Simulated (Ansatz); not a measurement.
A structure of KCdF$_{3}$ relaxed with r2SCAN (plane waves to 500 eV, PAW, scalar-relativistic; Ansatz, an electronic-structure program); single points at other levels follow on the same geometry (Ansatz, PAW; HSE06 at 420 eV on a 4×3×4 k-mesh; no spin-orbit coupling). Space group Pnma (No. 62).

```cif
data_Cd4F12K4
_chemical_formula_sum 'K4 Cd4 F12'
_space_group_name_H-M_alt 'Pnma'
_space_group_IT_number 62
_space_group_name_Hall '-P 2ac 2n'
_cell_length_a 6.17961
_cell_length_b 8.63100
_cell_length_c 6.06572
_cell_angle_alpha 90.000
_cell_angle_beta 90.000
_cell_angle_gamma 90.000
loop_
_atom_site_label
_atom_site_type_symbol
_atom_site_symmetry_multiplicity
_atom_site_Wyckoff_symbol
_atom_site_fract_x
_atom_site_fract_y
_atom_site_fract_z
_atom_site_occupancy
K1 K 4 c 0.04374 0.75000 0.48920 1
Cd1 Cd 4 a 0.00000 0.00000 0.00000 1
F1 F 4 c 0.02486 0.25000 0.08007 1
F2 F 8 d 0.20903 0.04237 0.70732 1
```

```tsv
level	gap (eV)	kind	conduction minimum
r2SCAN	4.11	direct	Γ
HSE06	5.42	–	Γ
```

For this cell size the semilocal gaps come from the SCF mesh and high-symmetry points. No spin polarisation in the result.

The run could not lose the symmetry of its start.

The first start was generated by placing the elements on the sites of a structure type. A measured structure of KCdF3 has the same space group, Pnma (No. 62); the sites were not compared with it.
